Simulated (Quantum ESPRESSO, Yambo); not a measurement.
**Quasiparticle gap of KI at +2 % isotropic strain**

```
KI
1.0
    0.00000     3.57208     3.57208
    3.57208     0.00000     3.57208
    3.57208     3.57208     0.00000
K I
1 1
Cartesian
  0.00000   0.00000   0.00000
  3.57208   3.57208   3.57208
```

The PBEsol cell relaxed from Materials Project entry mp-22898 was given an isotropic strain of +2 % on all lattice vectors, and the atoms were relaxed again.

Starting point: norm-conserving PBEsol (Quantum ESPRESSO, 74 Ry, scalar-relativistic). G0W0 in Yambo: 4×4×4 Γ-centred k mesh, 193 bands and a 10 Ry block in the screening, 193 bands in G with the Bruneval-Gonze terminator, plasmon pole fitted at 27.2 eV.

| Item | Value |
|---|---|
| PBEsol gap along the band path | 3.75 eV |
| PBEsol gap between the mesh's edge points (Γ → Γ) | 3.75 eV |
| G0W0 gap between the same points | 6.06 eV |

| k point | band | E PBEsol (eV) | E QP (eV) | shift (eV) | Z |
|---|---|---|---|---|---|
| Γ | VB | 0.00 | -1.76 | -1.76 | 0.82 |
| Γ | CB | 3.75 | 4.30 | 0.55 | 0.86 |
| L | VB | -0.32 | -2.10 | -1.79 | 0.82 |
| L | CB | 5.36 | 5.90 | 0.54 | 0.86 |
| W | VB | -0.57 | -2.39 | -1.81 | 0.82 |
| W | CB | 6.36 | 7.16 | 0.80 | 0.85 |

Energies count from the PBEsol valence-band maximum.

Convergence of the G0W0 settings was not tested.

Spin-orbit coupling is left out, which matters for elements this heavy: edges can move by tenths of an eV.
